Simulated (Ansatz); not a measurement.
MoW (rock salt, Fm-3m) at seven volumes, DFT-PBEsol in the program Ansatz with PAW potentials, scaled uniformly. One row is withheld.

| V (Å³/atom) | P (GPa) |
|---|---|
| 15.807 | 25.23 |
| 16.329 | 15.46 |
| 16.850 | 7.12 |
| 17.371 | 0.00 |
| 17.892 | -6.08 |
| 18.413 | ? |
| 18.934 | -15.73 |

Q: Fit the shown pressures and predict the withheld one.

A: Third-order Birch–Murnaghan: P = (3/2)B₀(x^(7/2) − x^(5/2))[1 + (3/4)(B′ − 4)(x − 1)] with x = (V₀/V)^(2/3). Least squares on the six rows gives V₀ = 17.371 Å³/atom, B₀ = 219.0 GPa, B′ = 4.22. At V = 18.413, x = 0.9619 and P = -11.28 GPa. The run itself gave -11.28 GPa.

The start of the workflow was typed in or built on a structure type; neither database checked (COD, Materials Project) lists it. Its standing as an ambient phase is unchecked. Symmetry was held in the PBEsol relaxation. At this level the phase is mechanically unstable. No spin polarisation was allowed. Its formation energy is positive at this level, so the cell may be metastable or incomplete. Spin–orbit coupling is left out wherever it is not named.

Potentials: the later of the program's two PAW sets.
